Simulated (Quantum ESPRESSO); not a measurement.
Ag2Pd2MgAl2Pt, one composition in several site orders

Computed values, not a measurement. The program is pw.x of Quantum ESPRESSO 7.5 (plane-wave density functional theory). The cell is made up: eight metal atoms on a hexagonal close-packed lattice, with elements, volume, strain and displacements drawn at random and not relaxed, so it may be unstable or far from any real phase. PseudoDojo standard norm-conserving files set the functional (PBE unless stated); there is no spin polarisation or spin-orbit coupling, the Fermi-Dirac width of 0.25 eV means electrons at about 2900 K, and the masses in the input are unused placeholders. Heavy elements are run without spin-orbit coupling, which real alloys of them have. A spin test at this wide smearing found no moment, but such smearing suppresses magnetism that the real alloy may have.

The runs put one composition on the sites in different orders. Cell, positions, cutoff, mesh and smearing stay as in the input of run 1; sites are counted in its order. Stress in the tables is positive in tension.

Input of run 1:

```
&control calculation='scf', pseudo_dir='./dojo.nc.sr.pbe.v0_5.standard.upf', outdir='./o', disk_io='medium', tprnfor=.true., tstress=.true. /
&system ibrav=0, nat=8, ntyp=5, nbnd=66, ecutwfc=84.00895049, nosym=.true., tot_charge=0,
 occupations='smearing', smearing='fd', degauss=0.0183746611
/
&electrons conv_thr=1.470e-08, electron_maxstep=70, mixing_beta=0.5 /
ATOMIC_SPECIES
Ag 1.0 Ag.upf
Al 1.0 Al.upf
Mg 1.0 Mg.upf
Pd 1.0 Pd.upf
Pt 1.0 Pt.upf
CELL_PARAMETERS angstrom
-2.9955 -0.0322 -0.007
0.0558 5.1864 -0.0271
1.4472 -2.5262 -9.6948
ATOMIC_POSITIONS angstrom
Ag 0.0748 -0.0206 0.0144
Pd 0.0336 1.766 -2.4359
Mg -0.0499 0.031 -4.8675
Al 0.0073 1.768 -7.2588
Al -1.421 2.5813 0.0006
Pt -1.4491 4.3277 -2.4024
Ag -1.5219 2.5767 -4.8254
Pd -1.5353 -0.8105 -7.297
K_POINTS automatic
8 5 3 1 1 1
```

```
run  elements on sites 1 to 8  free energy less that of run 1 (eV)  -TS (eV)  pressure (GPa)  stress xx (GPa)  stress yy (GPa)  stress zz (GPa)  stress yz (GPa)  stress xz (GPa)  stress xy (GPa)  iterations
  1   Ag Pd Mg Al Al Pt Ag Pd                                0.000    -0.820          -13.15            11.38            13.83            14.24            -0.49             0.24             0.30          16
  2   Ag Pt Al Ag Mg Al Pd Pd                               -0.377    -0.755          -13.45            11.02            16.94            12.38             2.57             0.14             0.30          16
  3   Ag Pt Pd Pd Mg Ag Al Al                               -0.383    -0.726          -13.48            11.09            15.53            13.83             1.45             0.02             0.36          15
  4   Al Al Ag Ag Pd Pt Pd Mg                               -0.519    -0.722          -14.00            12.12            16.14            13.73            -0.25            -0.07             0.22          16
  5   Pt Ag Pd Pd Ag Mg Al Al                               -0.335    -0.764          -13.56            11.71            15.39            13.57             1.38             0.08             0.28          15
  6   Pt Al Mg Pd Ag Pd Ag Al                                0.202    -0.836          -12.84            10.13            16.63            11.76            -1.78             0.05             0.25          14
```

Forces Fx Fy Fz (eV/Å):

```
site             run 1             run 2              run 3              run 4             run 5             run 6
   1   -0.06 0.02 0.10  -0.07 0.09 -0.14    -0.12 0.30 0.24  -0.01 -0.52 -0.91   -0.11 0.21 0.11   -0.14 0.58 0.15
   2   -0.03 0.04 0.60  -0.04 -0.13 0.08    0.02 0.22 -0.45    0.01 0.43 -0.24  0.01 -0.09 -0.14   0.02 -0.05 0.69
   3   0.01 -0.42 0.68   0.03 0.07 -0.43   0.02 -0.33 -0.54    0.01 -0.18 0.31  0.01 -0.36 -0.29   0.00 -0.14 0.32
   4   0.02 0.34 -0.15    0.00 0.19 0.13     0.03 0.12 0.36   -0.01 0.19 -0.11    0.02 0.28 0.39  0.03 -0.11 -0.08
   5  0.00 -0.17 -0.58  -0.02 -0.54 0.12  -0.04 -0.06 -0.76   0.00 -0.40 -0.29  -0.01 -0.09 0.20  0.01 -0.05 -0.02
   6  0.04 -0.17 -0.21  0.00 -0.05 -0.44    0.05 0.15 -0.36    -0.04 0.40 0.68    0.05 0.51 0.32   0.04 0.12 -0.22
   7   0.03 0.10 -0.17    0.05 0.30 0.20    0.01 -0.46 0.43     0.01 0.02 0.49  0.00 -0.43 -0.68    0.02 0.12 0.05
   8  -0.01 0.26 -0.28    0.05 0.08 0.48     0.04 0.06 1.07     0.04 0.06 0.08   0.03 -0.04 0.10  0.03 -0.47 -0.88
```

The sites are displaced and not relaxed, so the energy differences hold strain from misfit and are not ordering energies. A rerun of one cell of this series at a higher cutoff and on a denser mesh moved values by no more than 0.008 eV in energy, 0.08 GPa in stress and 0.008 eV/Å in force, and a second program with other atomic files agreed on that cell to 2 % rms in force and 0.5 GPa in pressure.